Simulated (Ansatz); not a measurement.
Consider the following.

TaN:
```yaml
crystal:
  lattice:
    - [0.00000, 2.20811, 2.20811]
    - [2.20811, 0.00000, 2.20811]
    - [2.20811, 2.20811, 0.00000]
  atoms:
    - { symbol: Ta, position: [0.50000, 0.50000, 0.50000] }
    - { symbol: N, position: [0.00000, 0.00000, 0.00000] }
```

This is the PBE-relaxed structure.

### Question
All from the program Ansatz at the PBE level (PAW), unless another level is named. Give the electronic character.

### Answer
metallic (no gap).

### Question
What about the density of states at the Fermi level?

### Answer
0.40 states/eV per atom (mean over ±0.08 eV).

### Question
Give the formation energy from the elements (no fitted shifts).

### Answer
-0.82 eV/atom.

### Question
Give the gap with spin–orbit coupling.

### Answer
none (metallic).

Space group Fm-3m (rock salt). This is a known high-temperature phase of the composition, computed here at zero pressure and temperature. The cell was relaxed with PBE under the symmetry of its start; whether a distortion lowers the energy is not shown. The run is not spin-polarised. The references are the lowest solids computed at this level, not always the standard phases (solids in place of the gases). Scalar-relativistic: spin–orbit coupling is off unless named, which matters more the heavier the elements.

Potentials: the earlier of the program's two PAW sets.
